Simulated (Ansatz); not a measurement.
**Sn2GeSe3 (P-3m1) at 2 levels of theory**

One geometry, relaxed with PBE; plane waves with PAW potentials in Ansatz, scalar-relativistic. No spin polarisation. Gaps are the least over mesh and band path; pressure is positive in compression.

```xyz
6
Lattice="4.1876 0.0000 0.0000 -2.0938 3.6266 0.0000 0.0000 0.0000 10.2983" Properties=species:S:1:pos:R:3 pbc="T T T"
Sn    0.0000    2.4177    8.4992
Sn    2.0938    1.2089    1.7991
Ge    0.0000    0.0000    5.1491
Se    0.0000    2.4177    3.5897
Se    2.0938    1.2089    6.7085
Se    0.0000    0.0000    0.0000
```

```json
{"level": "PBE", "cutoff (eV)": "420", "k mesh": "12×12×4", "gap (eV)": "0.03", "pressure (GPa)": "0.0"}
```

Question: What comes out on the same cell with PBEsol?

Answer:
| level | cutoff (eV) | k mesh | gap (eV) | pressure (GPa) |
| --- | --- | --- | --- | --- |
| PBEsol | 420 | 12×12×4 | 0 | -2.9 |

The smearing is narrow for a metal on this mesh.

The structure comes from a generated guess; another structure or a mixture of phases may lie lower.
